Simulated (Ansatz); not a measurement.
Input and command of a plane-wave DFT calculation in Ansatz:

```yaml
crystal:
  lattice:
    - [3.24, 0.0, 0.0]
    - [0.0, 3.24, 0.0]
    - [0.0, 0.0, 3.2448]
  atoms:
    - { symbol: Nb, position: [0.0, 0.0, 0.0] }
    - { symbol: Ru, position: [0.5, 0.5, 0.5] }
basis:
  ecutwfc: 500
kpoints:
  mp_grid: { grid: [16, 16, 14] }
hamiltonian:
  xc: r2scan
scf:
  occupations: { method: gaussian, width: 0.15 }
output:
  forces: true
  stress: true
  eigenvalues: true
  write_density: true
  write_potential: true
  elf: true
  volumetric_format: npy
```

```bash
ansatz run input.yaml --threads 1 --pin off --max-ram 2560MiB --backend cpu --events-out ev --progress --plain --runs-dir out
```

Processor: Oxide Virtual Turin-like Processor (Zen 5), 1 thread, on a host shared with other jobs.

Q: Estimate time, memory and problem size.

A: About 27 s on 1 thread of Oxide Virtual Turin-like Processor (Zen 5), on a shared host, peak memory 0.6 GiB. It solves 19 bands at 360 k points (the mesh reduced by symmetry) with about 847 plane waves, in 7 SCF iterations.
